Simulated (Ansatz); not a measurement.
Starting cell, AlN (wurtzite):

```xyz
8
Lattice="3.1298 0.0000 0.0000 -1.5649 2.7105 0.0000 0.0000 0.0000 10.0347" Properties=species:S:1:pos:R:3 pbc="T T T"
Al     1.5649     0.9035     0.0169
Al     1.5649     0.9035     5.0342
Al     0.0000     1.8070     2.5256
Al     0.0000     1.8070     7.5429
N      1.5649     0.9035     3.1199
N      1.5649     0.9035     8.1372
N      0.0000     1.8070     0.6113
N      0.0000     1.8070     5.6286
```

The atoms are displaced by Q × the pattern below (from a DFPT mode at A = (0.0, 0.0, 0.5), largest move 1; Q in Å), at fixed cell. It is one choice among 2 degenerate patterns. (q is in reciprocal vectors of the primitive cell; the cell shown is doubled to hold the pattern.)

```json
[
 {"atom": "Al1", "x": "0.000", "y": "0.000", "z": "-0.474"},
 {"atom": "Al2", "x": "0.000", "y": "0.000", "z": "0.474"},
 {"atom": "Al3", "x": "0.000", "y": "0.000", "z": "-0.167"},
 {"atom": "Al4", "x": "0.000", "y": "0.000", "z": "0.167"},
 {"atom": "N5", "x": "0.000", "y": "0.000", "z": "-0.425"},
 {"atom": "N6", "x": "0.000", "y": "0.000", "z": "0.425"},
 {"atom": "N7", "x": "0.000", "y": "0.000", "z": "1.000"},
 {"atom": "N8", "x": "0.000", "y": "0.000", "z": "-1.000"}
]
```

Method: PBE (plane waves to 420 eV, PAW, scalar-relativistic; Ansatz, an electronic-structure program). k mesh 12×12×4 (Γ-centred), Fermi-Dirac smearing 0.05 eV. Energies are smeared free energies. AlN was relaxed with its symmetry unable to fall. The PAW data are Ansatz's earlier set. The zero of ΔE is the undisplaced structure.

```tsv
Q (Å)	ΔE (meV/cell)
-0.2800	4414
-0.2333	withheld
-0.1867	1947
-0.1400	1093
-0.0933	485
-0.0467	121
0.0000	0
0.0467	121
0.0933	485
0.1400	1093
0.1867	1947
0.2333	withheld
0.2800	4414
```

Q: Fit an even polynomial form (powers 2, 4) to the given rows and predict ΔE at Q = 0.2333.

A: Least squares on the 11 given rows: ΔE = (55540)·Q² + (9652)·Q⁴, in meV/cell with Q in Å; root-mean-square residual 0.6 meV/cell. At 0.2333 the fit gives 3052 meV/cell; the calculation gives 3052 meV/cell, the same to the digits shown. The quadratic term alone would give 3023 meV/cell.

(For displaced atoms, the force is minus the slope of the energy, and its curvature is a force constant, which sets phonon frequencies.)
